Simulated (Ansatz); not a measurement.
Given:

HfO2 (tetragonal-ZrO2 type, space group P4_2/nmc)

```
HfO2
1.0
    3.56707     0.00000     0.00000
    0.00000     3.56707     0.00000
    0.00000     0.00000     5.16595
Hf O
2 4
Direct
  0.00000   0.00000   0.00000
  0.50000   0.50000   0.50000
  0.00000   0.50000   0.20010
  0.00000   0.50000   0.70010
  0.50000   0.00000   0.29990
  0.50000   0.00000   0.79990
```

In each cell atom 6 (O, nearest neighbour Hf at 2.061 Å; its periodic images, 3.6 Å or more away, move with it) moves by s·(-0.865, 0.000, 0.501) (towards the nearest neighbour), the rest being held.

Calculation: PBEsol (plane waves to 420 eV, PAW, scalar-relativistic; Ansatz, a quantum-chemistry and plane-wave program). k mesh 8×8×5 (Γ-centred), Fermi-Dirac smearing 0.05 eV. The energy includes the smearing's −TS. HfO2 is run without spin polarisation. HfO2 was relaxed with its symmetry unable to fall. Spin-orbit coupling is left out, though Hf is heavy. This is a high-temperature form of HfO2. The zero of ΔE is the undisplaced structure.

The scan covers s from -0.210 to 0.210 Å in 11 points.

Question: Is the energy the same for displacements of ±0.210 Å, and if not, which side lies higher?

Answer: Not even: the positive side lies higher at ±0.210 Å. With its periodic images moving along, the atom's site symmetry in this cell is mm2.

Question: What is the energy change at s = 0.210 Å?

Answer: 473 meV/cell.

Question: What force acts on the atom along the line at s = -0.210 Å?

Answer: 2.80 eV/Å.

Question: What is the force constant k = d²E/ds² of this move at s = 0?

Answer: 17.3 eV/Å².

(For displaced atoms, the force is minus the slope of the energy, and its curvature is a force constant, which sets phonon frequencies.)
